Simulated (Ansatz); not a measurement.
# Na₆Sn₂P single point

Input file of Ansatz 0.2.0:

```yaml
crystal:
  lattice:
    - [0.0, 5.548751, 0.0]
    - [5.107957, -2.774375, 0.0]
    - [1.325838, 0.0, -9.350901]
  atoms:
    - { symbol: Sn, position: [0.14474, 0.28948, 0.75097] }
    - { symbol: Sn, position: [0.85526, 0.71052, 0.24903] }
    - { symbol: P, position: [0.0, 0.0, 0.0] }
    - { symbol: Na, position: [0.4703, 0.9406, 0.7247] }
    - { symbol: Na, position: [0.5297, 0.0594, 0.2753] }
    - { symbol: Na, position: [0.2926, 0.5852, 0.0705] }
    - { symbol: Na, position: [0.7074, 0.4148, 0.9295] }
    - { symbol: Na, position: [0.1736, 0.3472, 0.4092] }
    - { symbol: Na, position: [0.8264, 0.6528, 0.5908] }
  symmetry: { tolerance: 0.0003 }
kpoints:
  mp_grid: { grid: [5, 5, 3], shift: [0, 0, 0] }
  band_path:
    path:
      - [0.0, 0.0, 0.0]
      - [0.65047013, -0.32523507, 0.0]
      - [0.34952987, -0.67476493, 0.0]
      - [0.0, -0.5, 0.0]
      - [0.0, 0.0, 0.0]
      - [0.0, -0.5, -0.5]
      - [0.37237885, -0.68618942, -0.5]
      - [0.62762115, -0.31381058, -0.5]
      - [0.0, 0.0, -0.5]
      - [0.0, 0.0, 0.0]
      - [0.5, -0.5, -0.5]
    npoints: 6
magnetization:
  spin_polarized: false
scf:
  occupations: { method: cold, width: 0.0208 }
  lower_state_search: "off"
  max_iter: 200
hamiltonian:
  pseudopotentials: { kind: paw }
  xc: lda
basis:
  ecutwfc: 420
  fft_grid_basis: typed
output:
  forces: true
  stress: true
  eigenvalues: true
  populations: true
  elf: true
  write_potential: true
  volumetric_format: npy
  dos:
    e_range: [-12, 8]
    de: 0.05
    projected: { site_lists: { Na: [Na], P: [P], Sn: [Sn] } }
checkpoint:
  read: saved_state
```

The run starts from an earlier solution of this cell. 

Parts of the output:

```
SCF iter   1: F=—  Δρ=1.33e-3  dr2=9.81e-3
SCF iter   2: F=—  S|Δr|=    0.00e0  Δρ=7.05e-4  dr2=3.17e-3
SCF iter   3: F=—  S|Δr|=    0.00e0  Δρ=2.05e-4  dr2=3.97e-4
SCF iter   4: F=—  S|Δr|=    0.00e0  Δρ=9.27e-5  dr2=6.20e-5
SCF iter   5: F=—  S|Δr|=    0.00e0  Δρ=2.67e-5  dr2=3.63e-6
SCF iter   6: F=—  S|Δr|=    0.00e0  Δρ=7.40e-6  dr2=2.51e-7
SCF iter   7: F=-21285.5803 eV  S|Δr|=    0.00e0  Δρ=1.78e-6  dr2=1.41e-8
Free energy (F): -21285.5803 eV
Harris-Foulkes:  -21285.5803 eV  (|F-HF|=9.79e-10)
Internal energy: -21285.5800 eV  (E = F + TS)
E sigma→0 (E₀):  -21285.5802 eV
Entropy (-TS):   -0.0004 eV (-0.040 meV/atom)
Fermi energy:    3.9454 eV
--- Per-component energies (eV) ---
  E_band       = -1661.9243
  E_kinetic    = 1165.1623
  E_local      = -10643.9086  (includes V_loc(G=0)·N_el)
  E_nonlocal   = 678.4164
  E_hartree    = 4324.6626
  E_xc         = -1043.3405
  E_vxc        = -549.7792  (∫ρ·V_xc dr)
  E_paw        = -9997.6873  (= ΣΔE_a)
  E_vpaw       = -961.1392  (= ΣTr[D̂ρ^β])
  E_aug_tail   =  0.0000  (compensation charges beyond the density's cutoff)
  E_ewald      = -5770.6974
  E_core_change = 1.8125  (= ΣΔE_core)
  E_smearing   = -0.0004  (= −TS)
--- Forces (eV/Å), atoms counted from 1 ---
  atom   1  Sn     0.0560     0.0000    -0.0074
  atom   2  Sn    -0.0560     0.0000     0.0074
  atom   3  P      0.0000     0.0000     0.0000
  atom   4  Na     0.0299     0.0000     0.0193
  atom   5  Na    -0.0299     0.0000    -0.0193
  atom   6  Na    -0.0777     0.0000     0.1089
  atom   7  Na     0.0777     0.0000    -0.1089
  atom   8  Na    -0.0406     0.0000    -0.0416
  atom   9  Na     0.0406     0.0000     0.0416
--- Stress (GPa, compression-positive) ---
       -2.8437       0.0000      -0.1585
        0.0000      -2.9519       0.0000
       -0.1585       0.0000      -1.2105
  P = ⅓ Tr σ = -2.3354 GPa (-23.354 kbar)
--- Löwdin populations: 9 sites ---
  site symbol       q [e]
     0     Sn     14.9479
     1     Sn     14.9479
     2      P      5.6904
     3     Na      8.5218
     4     Na      8.5218
     5     Na      8.4305
     6     Na      8.4305
     7     Na      8.5962
     8     Na      8.5962
  spilling = 0.0036 (of n_electrons = 87.0000)
```

Origin: a known structure type with other elements, at an estimated volume, so it need not be a known compound. Caveats: many states at the Fermi level without spin polarisation, so a magnetic state may lie lower.
